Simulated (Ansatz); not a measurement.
Cd2TeS in space group P3m1 (No. 156; Cd on 1c, Cd on 1a, Te on 1a, S on 1c), the program Ansatz at the r²SCAN level (PAW). The conduction-band minimum lies at Γ, with 1 equivalent valley. Second derivatives d²E/dk² of the lowest band at one valley (eV·Å²), along Cartesian directions:

```
direction  d²E/dk²
---------  -------
[100]        66.70
[010]        66.70
[001]        65.30
[110]        66.70
[101]        66.02
[011]        66.01
```

Task: Find the principal effective masses, the density-of-states mass and the conductivity mass.

Result: Off-diagonal terms follow from H_xy = H[110] − (H_xx + H_yy)/2, and m*/mₑ = 7.620 eV·Å² over each eigenvalue: 0.11, 0.11, 0.12. One valley's DOS mass (m₁m₂m₃)^(1/3) = 0.12, conductivity mass 3/(Σ 1/mᵢ) = 0.12 mₑ.

Task: What effective density of states Nc follows at 300 K for parabolic valleys?

Result: Nc = 2.509e19 × 1 × (0.12)^(3/2) ≈ 1.0e18 cm⁻³.

The first step of the workflow began from a Materials Project structure, measured or hypothetical; the Crystallography Open Database copy checked does not list it. Its standing as an ambient phase is unchecked. The cell was relaxed with r²SCAN under the symmetry of its start; of distortions, only those at the zone centre were tested. Scalar-relativistic: spin–orbit coupling is off unless named, which matters more the heavier the elements.

Potentials: the later of the program's two PAW sets.

Edges and masses are those of Kohn–Sham bands, whose gap is no quasiparticle gap.
